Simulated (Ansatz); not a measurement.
NbN (rock salt)

```
NbN
1.0
    0.00000     2.21059     2.21059
    2.21059     0.00000     2.21059
    2.21059     2.21059     0.00000
N Nb
1 1
Direct
  0.00000   0.00000   0.00000
  0.50000   0.50000   0.50000
```

The slice is a {110} plane (indices of the conventional cell) through the point (0.500, 0.500, 0.500) (fractional), spanned by u = [100] and v = [1 -1 -1] in vectors of this cell: u (3.13 Å) and v (4.42 Å, at 90° to u). It covers one period; positions are fractions (u, v).

Method: PBE (plane waves to 420 eV, PAW, scalar-relativistic; Ansatz, a quantum-chemistry and plane-wave program). k mesh 18×18×18. Inside the PAW spheres the values are not all-electron values, and peaks at nuclei hang on which shells count as valence. NbN is run without spin polarisation. NbN was relaxed with its symmetry unable to fall. The PAW data are Ansatz's earlier set. This is a high-temperature form of NbN.

Three fields on this plane, each scaled to ten steps between its own extremes (0 low, 9 high; the total valence density on a logarithmic scale, the potential cut 8 eV below its top; x marks points blanked near nuclei; v = 0 in the bottom row):

Map A
```
|xxxxxx003676300xxxxx|
|xxxxxx004676400xxxxx|
|xxxxx00157875100xxxx|
|xxxxx00368886300xxxx|
|xxx000257999752000xx|
|00000257899987520000|
|00014678999998764100|
|22356789999999876532|
|xxx678999999999876xx|
|xxxxx89999899998xxxx|
|xxxxx78988888987xxxx|
|xxxxxx788777887xxxxx|
|xxxxxx787777777xxxxx|
|xxxxxx777777777xxxxx|
|xxxxxx777777787xxxxx|
|xxxxxx788777887xxxxx|
|xxxxx78988888987xxxx|
|xxxxx89999899998xxxx|
|xxx678999999999876xx|
|22356789999999876532|
|00014678999998764100|
|00000257899987520000|
|xxx000257999752000xx|
|xxxxx00368886300xxxx|
|xxxxx00157875100xxxx|
|xxxxxx004676400xxxxx|
|xxxxxx003676300xxxxx|
|xxxxxx003676300xxxxx|
```

Map B
```
|xxxxxx400000004xxxxx|
|xxxxxx300000003xxxxx|
|xxxxx62000000026xxxx|
|xxxxx30000000003xxxx|
|xxx420000000000024xx|
|11100000000000000011|
|00000000000000000000|
|44433211000001123344|
|xxx875321000123578xx|
|xxxxx85210001258xxxx|
|xxxxx96310001369xxxx|
|xxxxxx842101248xxxxx|
|xxxxxx852101258xxxxx|
|xxxxxx952101259xxxxx|
|xxxxxx852101258xxxxx|
|xxxxxx842101248xxxxx|
|xxxxx96310001369xxxx|
|xxxxx85210001258xxxx|
|xxx875321000123578xx|
|44433211000001123344|
|00000000000000000000|
|11100000000000000011|
|xxx420000000000024xx|
|xxxxx30000000003xxxx|
|xxxxx62000000026xxxx|
|xxxxxx300000003xxxxx|
|xxxxxx400000004xxxxx|
|xxxxxx400000004xxxxx|
```

Map C
```
|xxxxxx853222358xxxxx|
|xxxxxx742212247xxxxx|
|xxxxx96321112369xxxx|
|xxxxx74211011247xxxx|
|xxx975311000113579xx|
|98765321000001235678|
|76654321000001234566|
|77654321000001234567|
|xxx754311000113457xx|
|xxxxx54211011245xxxx|
|xxxxx75321112357xxxx|
|xxxxxx642212246xxxxx|
|xxxxxx643222346xxxxx|
|xxxxxx743222347xxxxx|
|xxxxxx643222346xxxxx|
|xxxxxx642212246xxxxx|
|xxxxx75321112357xxxx|
|xxxxx54211011245xxxx|
|xxx754311000113457xx|
|77654321000001234567|
|76654321000001234566|
|98765321000001235678|
|xxx975311000113579xx|
|xxxxx74211011247xxxx|
|xxxxx96321112369xxxx|
|xxxxxx742212247xxxxx|
|xxxxxx853222358xxxxx|
|xxxxxx953222359xxxxx|
```

Task: Assign the maps to these fields: electron localisation function (ELF); valence electron density; electrostatic potential energy of an electron, from the cell's mean.

Result: A is the electrostatic potential energy of an electron, from the cell's mean; B is the electron localisation function (ELF); C is the valence electron density.
